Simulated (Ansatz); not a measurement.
# Mechanical response of Te2Mo (P6_3/mmc)

```yaml
crystal:
  lattice:
    - [3.47314, 0.00000, 0.00000]
    - [-1.73657, 3.00783, 0.00000]
    - [0.00000, 0.00000, 13.76463]
  atoms:
    - { symbol: Te, position: [0.33333, 0.66667, 0.61952] }
    - { symbol: Te, position: [0.66667, 0.33333, 0.11952] }
    - { symbol: Te, position: [0.33333, 0.66667, 0.88048] }
    - { symbol: Te, position: [0.66667, 0.33333, 0.38048] }
    - { symbol: Mo, position: [0.33333, 0.66667, 0.25000] }
    - { symbol: Mo, position: [0.66667, 0.33333, 0.75000] }
```

Conventional cell: a = 3.473 Å, b = 3.473 Å, c = 13.765 Å, α = 90.00°, β = 90.00°, γ = 120.00°. Around Te (atom 1) lie 3 Mo at 2.69 Å. Mo (atom 5) is surrounded by 6 Te at 2.69 Å.

Unless marked otherwise, the numbers come from LDA, all-electron LAPW in Ansatz 0.2.0, scalar-relativistic. k mesh 6×6×2, strains of ±0.005, fixed occupations, basis error target 1 meV/atom. The cell was relaxed by PAW under this functional, which moved its volume by -4 % from the database entry's.

The cell is hexagonal and carries a residual pressure of 0.01 GPa at this level. Each strain component that symmetry leaves independent is applied at ±0.005, the ions relax wherever a strain frees them, and the stress (tension positive, GPa) is read. Shears are engineering strains, γ = 2ε.

```tsv
strain	size	σxx	σyy	σzz	σyz	σxz	σxy
xx	-0.005	-0.7478	-0.1961	-0.0655	0.0000	0.0000	0.0000
xx	+0.005	0.6651	0.1465	0.0817	0.0000	0.0000	0.0000
zz	-0.005	-0.1030	-0.1030	-0.2642	0.0000	0.0000	0.0000
zz	+0.005	0.0447	0.0447	0.2544	0.0000	0.0000	0.0000
yz	-0.005	-0.0273	-0.0265	0.0051	-0.1313	0.0000	0.0000
yz	+0.005	-0.0273	-0.0265	0.0051	0.1313	0.0000	0.0000
```

A central difference gives one constant, for example C11 ≈ (0.6651 − (-0.7478))/(0.01) = 141.3 GPa; the program then imposes the crystal's symmetry on the whole matrix.

Task: What are the independent elastic constants?

Result: C11 = 141.3, C12 = 34.3, C13 = 14.7, C33 = 51.9, C44 = 26.3 GPa.

Task: Is the crystal stable against homogeneous strain?

Result: The least eigenvalue of the 6×6 matrix is 26.3 GPa, so yes.

Task: What moduli does a random aggregate of grains have?

Result: Voigt and Reuss bounds: B from 39.4 to 51.3 and G from 33.5 to 39.3 GPa; their means are B = 45.3 and G = 36.4 GPa. Then E = 9BG/(3B + G) = 86.1 GPa, ν = (3B − 2G)/(6B + 2G) = 0.183 and B/G = 1.25, on the brittle side of Pugh's 1.75 (a rule of thumb, made for metals; it doesn't predict ductility here).

Task: With the density of 8.110 g/cm³, how fast does sound travel, and what Debye temperature follows?

Result: 

```
direction  slow (m/s)  middle (m/s)  fast (m/s)
        x        1799          2569        4174
        y        1799          2569        4174
        z        1799          1799        2529
```

The mean of v⁻³ over directions and branches gives v_m = 2263 m/s and θ_D = (ħ/k_B) v_m (6π²n)^(1/3) = 234 K, n being atoms per volume. Young's modulus spans 49 to 131 GPa over directions, and the universal anisotropy index is 1.16.

Task: How far do the constants move if PAW replaces LAPW in the same cell?

Result: 

```tsv
constant	LAPW (GPa)	PAW (GPa)	difference
C11	141.3	141.1	-0.2
C12	34.3	34.3	0.0
C13	14.7	14.7	0.0
C33	51.9	51.5	-0.4
C44	26.3	26.1	-0.2
```

Limits of these numbers: no dispersion correction, so the spacing and stiffness between layers or molecules are poor; the frozen-core PAW files of the compared runs were fitted under PBE, their cores solved anew for this functional.
